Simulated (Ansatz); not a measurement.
Coordination and 9Be quadrupole coupling in Be₃P₂H₄O₁₀

Cell: a computed structure from the Materials Project (it need not be an observed phase).

Space group C2/c (No. 15); a = 16.1718, b = 4.6238, c = 9.6463 Å, β = 94.82°.

| site | Wyckoff | site symmetry | x | y | z |
| --- | --- | --- | --- | --- | --- |
| Be1 | 8f | 1 | 0.7523 | 0.0454 | 0.3424 |
| Be5 | 4e | 2 | 0.5000 | 0.6884 | 0.2500 |
| H7 | 8f | 1 | 0.4338 | 0.0973 | 0.3114 |
| H8 | 8f | 1 | 0.4086 | 0.1739 | 0.9042 |
| P | 8f | 1 | 0.8444 | 0.0421 | 0.1053 |
| O19 | 8f | 1 | 0.3232 | 0.8641 | 0.1084 |
| O23 | 8f | 1 | 0.1675 | 0.0812 | 0.0438 |
| O24 | 8f | 1 | 0.4539 | 0.0846 | 0.8543 |
| O27 | 8f | 1 | 0.2184 | 0.1189 | 0.8009 |
| O35 | 8f | 1 | 0.9331 | 0.9806 | 0.1678 |

One atom of each set is listed; the run and its k-mesh use a cell of 38 atoms with edges of 8.41, 8.41, 9.65 Å.

The numbers come from a DFT calculation in Ansatz (PBE, plane waves and PAW, scalar-relativistic, 420 eV cutoff, Γ-centred 5×5×3 k-points, Fermi–Dirac smearing 0.02 eV).

Q(9Be) = 52.88 mb.

(1) Rank these Be sites by |C_Q|, smallest first.
A. Be5: 4 O at 1.61–1.67 Å
B. Be1: 4 O at 1.59–1.68 Å

Answers

(1) B (0.227 MHz, η = 0.65), A (0.291 MHz, η = 0.84).
